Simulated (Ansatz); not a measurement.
Computed properties of YSi2

```xyz
3
Lattice="3.8300 0.0000 0.0000 -1.9150 3.3169 0.0000 0.0000 0.0000 4.1400" Properties=species:S:1:pos:R:3 pbc="T T T"
Y     0.0000    0.0000    0.0000
Si    0.0000    2.2113    2.0700
Si    1.9150    1.1056    2.0700
```

Atom numbers follow the list: Y1, Si2, Si3.

The cell comes from COD entry 4344493, which wasn't checked; take it as a given geometry.

Spin polarisation is left out, and whether a magnetic state lies lower isn't shown here.

All numbers are computed: DFT, PBEsol, all-electron LAPW, scalar-relativistic (Ansatz 0.2.0); DFT, PBEsol, PAW with Ansatz's default frozen-core files, scalar-relativistic (Ansatz 0.2.0).

For LAPW: a Γ-centred 12×12×10 k mesh, Fermi–Dirac smearing of 0.05 eV, basis error target 1 meV/atom, no spin polarisation. PAW takes a cutoff of 420 eV at this cell (files made with PBE, cores remade for this functional). The Ansatz runs share mesh, smearing and spin set-up. Values come from LAPW unless marked.

| Item | Value |
| --- | --- |
| Pressure at this cell | 9.28 GPa |
| Band gap | none: with an odd electron count and no spin polarisation the bands can't all be full, a metal in this set-up (in compounds, spin order or a distortion in a larger cell can open a gap) |
| Stress xx, yy, zz (compression positive) | 15.06, 15.06, -2.28 GPa |
| Density of states at the Fermi level (0.2 eV bin) | 1.72 states/eV per cell |
| Löwdin charges (with 0.18 e of the cell spilling out of the atomic basis, so their sizes and signs hang on that basis) | Y1 0.27, Si2 -0.04 e |
| Bader charges (from the PAW run) | Y1 +1.43, Si2 -0.72 e |
| Volume per atom | 17.53 Å³ |
